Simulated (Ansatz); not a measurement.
## HCl, a database entry at a rescaled volume

```
CELL_PARAMETERS angstrom
0.00000 2.71800 2.71800
2.71800 0.00000 2.71800
2.71800 2.71800 0.00000
ATOMIC_POSITIONS crystal
H 0.00000 0.00000 0.00000
Cl 0.50000 0.50000 0.50000
```

Method: r2SCAN, no spin polarisation; PAW, plane waves to 500 eV, 8×8×8 Γ-centred mesh, tetrahedron occupations (Ansatz 0.2.0), atoms fixed.

(1) Are the atoms at rest?

(2) Is the cell too large or too small?

(3) Is it stable against the elements?

(4) Metal or insulator?

Origin: a database entry at a rescaled volume. Caveats: empty levels are not fully converged; many states at the Fermi level without spin polarisation, so a magnetic state may lie lower; atoms or cell far from equilibrium; forces and stress under tetrahedra may miss the slope of the energy.

Answers

(1) The forces vanish by the symmetry of the sites.

(2) The pressure is -10.1 GPa (compression positive), so with the atoms held at these fractions the cell would first shrink.

(3) 1.18 eV an atom against the elements' usual phases (free molecules for gases, crystals otherwise, with no correction for O₂ or N₂), so at this geometry it isn't bound against them. Relaxing would lower it.

(4) It is a metal on this mesh, though the bands barely overlap, with about 1.8 states/eV a cell as the mean within 0.25 eV of the Fermi level, mostly Cl p (100 %).
